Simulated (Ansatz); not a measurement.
# Cs₂RuC₂NCl₃O₅, one structure, two calculations

Cell: a measured structure from the Crystallography Open Database (COD) whose atoms were relaxed with PBE, the cell held.

Space group P-1 (No. 2); a = 6.8497, b = 7.2981, c = 12.7495 Å, α = 87.54°, β = 80.05°, γ = 67.76°.

| site | Wyckoff | site symmetry | x | y | z |
| --- | --- | --- | --- | --- | --- |
| Cs1 | 2i | 1 | 0.3112 | 0.8542 | 0.0892 |
| Cs3 | 2i | 1 | 0.5684 | 0.6729 | 0.6425 |
| Ru | 2i | 1 | 0.1946 | 0.3065 | 0.7052 |
| C7 | 2i | 1 | 0.8788 | 0.5816 | 0.8601 |
| C9 | 2i | 1 | 0.0966 | 0.5857 | 0.8752 |
| N | 2i | 1 | 0.1198 | 0.1694 | 0.6239 |
| Cl13 | 2i | 1 | 0.2595 | 0.0449 | 0.8287 |
| Cl15 | 2i | 1 | 0.5622 | 0.1800 | 0.6274 |
| Cl17 | 2i | 1 | 0.1240 | 0.5943 | 0.5987 |
| O19 | 2i | 1 | 0.0637 | 0.0685 | 0.5794 |
| O21 | 2i | 1 | 0.8919 | 0.4476 | 0.7918 |
| O23 | 2i | 1 | 0.2624 | 0.4623 | 0.8123 |
| O25 | 2i | 1 | 0.1060 | 0.6972 | 0.9414 |
| O27 | 2i | 1 | 0.7086 | 0.6971 | 0.9093 |

One atom of each set is listed.

First run. All values are calculated (Ansatz; DFT, PBE, plane waves and PAW, scalar-relativistic, 420 eV cutoff, Γ-centred 6×5×3 k-points, Fermi–Dirac smearing 0.05 eV), not measured.

```json
{"site": "Cs1", "V_zz (10²¹ V/m²)": "-4.80", "η": "0.28"}
{"site": "Cs3", "V_zz (10²¹ V/m²)": "3.17", "η": "0.66"}
{"site": "Ru", "V_zz (10²¹ V/m²)": "4.92", "η": "0.27"}
{"site": "C7", "V_zz (10²¹ V/m²)": "2.93", "η": "0.69"}
{"site": "C9", "V_zz (10²¹ V/m²)": "2.92", "η": "0.71"}
{"site": "N", "V_zz (10²¹ V/m²)": "-1.96", "η": "0.16"}
{"site": "Cl13", "V_zz (10²¹ V/m²)": "21.2", "η": "0.07"}
{"site": "Cl15", "V_zz (10²¹ V/m²)": "19.57", "η": "0.11"}
{"site": "Cl17", "V_zz (10²¹ V/m²)": "19.48", "η": "0.01"}
{"site": "O19", "V_zz (10²¹ V/m²)": "8.57", "η": "0.07"}
{"site": "O21", "V_zz (10²¹ V/m²)": "10.12", "η": "0.26"}
{"site": "O23", "V_zz (10²¹ V/m²)": "10.12", "η": "0.27"}
{"site": "O25", "V_zz (10²¹ V/m²)": "-14.24", "η": "0.02"}
{"site": "O27", "V_zz (10²¹ V/m²)": "-13.75", "η": "0.14"}
```

Second run. The same atoms and settings, except that the functional is r2SCAN and the cutoff is 500 eV.

Q: What does the second run give?

A: 

| site | V_zz | η | change of V_zz |
| --- | --- | --- | --- |
| Cs1 | -5.06 | 0.26 | -0.26 |
| Cs3 | 3.46 | 0.67 | +0.29 |
| Ru | 4.40 | 0.31 | -0.52 |
| C7 | 3.37 | 0.61 | +0.44 |
| C9 | 3.33 | 0.65 | +0.41 |
| N | -2.55 | 0.14 | -0.59 |
| Cl13 | 20.4 | 0.08 | -0.84 |
| Cl15 | 18.67 | 0.13 | -0.90 |
| Cl17 | 18.61 | 0.01 | -0.87 |
| O19 | 8.85 | 0.07 | +0.28 |
| O21 | 10.53 | 0.26 | +0.41 |
| O23 | 10.53 | 0.27 | +0.41 |
| O25 | -14.82 | 0.03 | -0.58 |
| O27 | -14.35 | 0.14 | -0.60 |

The largest change of V_zz is on Cl15, from 19.57 to 18.67. In per cent, |V_zz| changes by +5 to +9 on Cs, -11 on Ru, +14 to +15 on C, +30 on N, -5 to -4 on Cl, +3 to +4 on O (all sites that start above 0.5).

Without spin–orbit coupling (the program notes it for Cs and Ru) the gradients are little affected as a rule: paired runs on crystals with a gap mostly move them by under 2 % at such atoms. With these PAW files V_zz is typically within 2 to 3 % of all-electron values, but misses above 10 % occur on Ru.
For the second run: The largest force is 1.0 eV/Å, so the atoms aren't at the calculated equilibrium and relaxing them would move these values.
